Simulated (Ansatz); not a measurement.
MgO (rock salt)

```
MgO
1.0
    0.00000     2.10219     2.10219
    2.10219     0.00000     2.10219
    2.10219     2.10219     0.00000
O Mg
1 1
Direct
  0.00000   0.00000   0.00000
  0.50000   0.50000   0.50000
```

The slice is a {100} plane (indices of the conventional cell) through the point (0.500, 0.500, 0.500) (fractional), spanned by u = [100] and v = [0 1 -1] in vectors of this cell: u (2.97 Å) and v (2.97 Å, at 90° to u). It covers one period; positions are fractions (u, v).

Level of theory: r2SCAN (plane waves to 500 eV, PAW, scalar-relativistic; Ansatz, a first-principles code). k mesh 13×13×13. Inside the PAW spheres the values are not all-electron values, and peaks at nuclei hang on which shells count as valence. MgO was relaxed with its symmetry unable to fall.

Question: What is the valence density on the shortest O–Mg line in this plane (2.10 Å), at its minimum between the atoms?

Answer: 0.26 e/Å³.

Question: What is the ELF at the density minimum of the shortest O–Mg line in this plane (2.10 Å)?

Answer: 0.06.

Question: Sketch the valence electron density on this plane as a map.

Answer: 
```
|@@@@%%##**==..                      ..==**##%%@@|
|@@%%%%##++--..                      ..--++##%%%%|
|%%####**==::..    ..............    ..::==**####|
|****++==::............::::::............::==++**|
|====--::........::::::::--::::::::........::--==|
|::............::::--------------::::............|
|        ....::----==============----::....      |
|        ..::::--====++++++++++====--::::..      |
|      ....::--====++**********++====--::....    |
|      ....::--==++****######****++==--::....    |
|      ..::::--==++**##########**++==--::::..    |
|      ..::----==++**##########**++==----::..    |
|      ..::::--==++**##########**++==--::::..    |
|      ....::--==++****######****++==--::....    |
|      ....::--====++**********++====--::....    |
|        ..::::--====++++++++++====--::::..      |
|        ....::----==============----::....      |
|::............::::--------------::::............|
|====--::........::::::::--::::::::........::--==|
|****++==::............::::::............::==++**|
|%%####**==::..    ..............    ..::==**####|
|@@%%%%##++--..                      ..--++##%%%%|
|@@@@%%##**==..                      ..==**##%%@@|
|@@@@@@%%**==::                      ::==**%%@@@@|
```
Scale: ten equal steps from -0.95 (start of ' ') to 1.50 (end of '@'), in the order ' .:-=+*#%@'. Values: log₁₀ of the valence density in e/Å³. The map has 24 points along u (two characters each, u = 0 at the left) and 24 along v (v = 0 in the bottom row). The scale is logarithmic, as a density can span decades between atoms and voids.
